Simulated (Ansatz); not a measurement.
The calculation used Ansatz, DFT PBE, scalar-relativistic, plane waves, PAW. All cells share a 420 eV cutoff and Γ-centred k meshes spaced at most about 0.3 Å⁻¹ (about 0.25 or finer for metals, 2π included). No spin polarisation in the final relaxations.

All energies are static (0 K, no zero-point motion).

Two forms of NbTe4Mo were relaxed alike.

A.

```yaml
crystal:
  lattice:
    - [3.59348, 0.00000, 0.00000]
    - [-1.79674, 3.11205, 0.00000]
    - [0.00000, 0.00000, 15.55947]
  atoms:
    - { symbol: Nb, position: [0.00000, 0.00000, 0.00000] }
    - { symbol: Te, position: [0.66667, 0.33333, 0.38306] }
    - { symbol: Te, position: [0.66667, 0.33333, 0.87863] }
    - { symbol: Te, position: [0.33333, 0.66667, 0.12137] }
    - { symbol: Te, position: [0.33333, 0.66667, 0.61694] }
    - { symbol: Mo, position: [0.00000, 0.00000, 0.50000] }
```

B.

```yaml
crystal:
  lattice:
    - [3.62338, 0.00000, 0.00000]
    - [-1.81169, 3.13794, 0.00000]
    - [0.00000, 0.00000, 14.73590]
  atoms:
    - { symbol: Nb, position: [0.66667, 0.33333, 0.50000] }
    - { symbol: Te, position: [0.33333, 0.66667, 0.37328] }
    - { symbol: Te, position: [0.66667, 0.33333, 0.87898] }
    - { symbol: Te, position: [0.33333, 0.66667, 0.62672] }
    - { symbol: Te, position: [0.66667, 0.33333, 0.12102] }
    - { symbol: Mo, position: [0.33333, 0.66667, 0.00000] }
```

Task: Which is lower in energy, and by how much?

Result: B is lower, by 96 meV/atom. A has space group P-3m1 (No. 164), 29.0 Å³/atom and no gap on its mesh; B has Nb and Mo ordered on 2H molybdenite sites, space group P-6m2 (No. 187), 27.9 Å³/atom and no gap. In A, Nb has 6 Te at 2.81 Å; Te on its first site has 3 Mo at 2.76 Å; Mo is surrounded by 6 Te at 2.76 Å; 1 more site not described. In B, around Nb lie 6 Te at 2.80 Å; Te on its first site has 3 Nb at 2.80 Å; around Mo lie 6 Te at 2.75 Å; 1 more site not described. Both come from invented guesses.

Weakly bound directions are ill-defined at this level, which has no dispersion term (P-3m1, P-6m2), and this can change margins and order among such cells. These runs have no spin–orbit coupling, which can matter for Te. A magnetic state wasn't ruled out in cells without spin, among them P-6m2. Cells relaxed within their symmetry can be saddle points.
